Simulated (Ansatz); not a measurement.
Question: HfO₂ in space group Pca2_1 (No. 29; Hf on 4a, O on 4a, O on 4a) is relaxed with the program Ansatz at the PBEsol level (PAW). What lattice parameters of the conventional cell result?

Answer: a = 5.228 Å, b = 5.017 Å, c = 5.042 Å.

Question: Give the free coordinates with the occupied sites.

Answer: In one choice of origin and axes:

```
atom  site  symmetry       x       y       z
----  ----  --------  ------  ------  ------
Hf      4a         1  0.0329  0.2676  0.2423
O       4a         1  0.3680  0.0717  0.3799
O       4a         1  0.2340  0.5403  0.4908
```

Question: Is it a metal or does it have a gap at this level?

Answer: A gap of 4.34 eV, indirect.

The cell was relaxed with PBEsol under the symmetry of its start. No spin polarisation was allowed. Scalar-relativistic: spin–orbit coupling is off unless named, which matters more the heavier the elements.

Potentials: the later of the program's two PAW sets.
